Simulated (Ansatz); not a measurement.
BAs:
```xyz
2
Lattice="0.0000 2.3919 2.3919 2.3919 0.0000 2.3919 2.3919 2.3919 0.0000" Properties=species:S:1:pos:R:3 pbc="T T T"
As     3.5879     3.5879     3.5879
B      0.0000     0.0000     0.0000
```

Relaxed with r²SCAN.

Task: Give the Bader charges and basin volumes of the independent atoms, the program Ansatz at the r²SCAN level (PAW).

Result: 

```tsv
atom	Bader charge (e)	Bader volume (Å³)
As1	-0.21	18.6
B2	+0.21	8.7
```

Space group F-43m (zinc blende). Symmetry was held in the r²SCAN relaxation.

Potentials: the later of the program's two PAW sets.
